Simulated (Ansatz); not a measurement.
Relaxed-ion elastic tensor of CdF2 (fluorite, space group No. 225) in GPa (Voigt order), plane-wave PAW PBEsol (Ansatz code); density 6.40 g/cm³, 13.01 Å³ per atom.

```
      1     2     3     4     5     6
-  ----  ----  ----  ----  ----  ----
1   182  71.1  71.1   0.0   0.0   0.0
2  71.1   182  71.1   0.0   0.0   0.0
3  71.1  71.1   182   0.0   0.0   0.0
4   0.0   0.0   0.0  20.2   0.0   0.0
5   0.0   0.0   0.0   0.0  20.2   0.0
6   0.0   0.0   0.0   0.0   0.0  20.2
```

**Question.** Is the crystal mechanically stable?

**Answer.** Yes: the smallest eigenvalue of C is 20.2 GPa.

**Question.** Work out the Voigt, Reuss and Hill averages.

**Answer.** K_V = 108, K_R = 108, K_H = 108; G_V = 34.4, G_R = 27.1, G_H = 30.7 GPa.

**Question.** Give Young's modulus, Poisson's ratio, Pugh's ratio and the universal anisotropy index.

**Answer.** E = 9KG/(3K + G) = 84.3 GPa; ν = 0.37; K/G = 3.52 (ductile by the Pugh limit of 1.75); A_U = 5G_V/G_R + K_V/K_R − 6 = 1.33.

**Question.** Estimate the sound speeds and the Debye temperature.

**Answer.** v_l = √((K + 4G/3)/ρ) = 4830 m/s, v_t = √(G/ρ) = 2190 m/s, mean 2470 m/s; Θ = (h/k)(3n/4πV)^(1/3) v_m = 313 K.

**Question.** Give the Zener ratio and Young's modulus along [100], [110] and [111].

**Answer.** A = 2C44/(C11 − C12) = 0.36; 1/E = S11 − 2(S11 − S12 − S44/2)Γ with Γ = 0, 1/4, 1/3 gives 142, 67.2, 57.1 GPa.

**Question.** Solve the Christoffel equation for the three sound speeds along [100], [110], [111].

**Answer.** Eigenvalues of C_ijkl n_j n_l equal ρv². In km/s, slowest first: [100] 1.78, 1.78, 5.34; [110] 1.78, 2.95, 4.79; [111] 2.62, 2.62, 4.60.

Space group Fm-3m (fluorite). The PBEsol relaxation kept the symmetry of its start.

Potentials: the later of the program's two PAW sets.
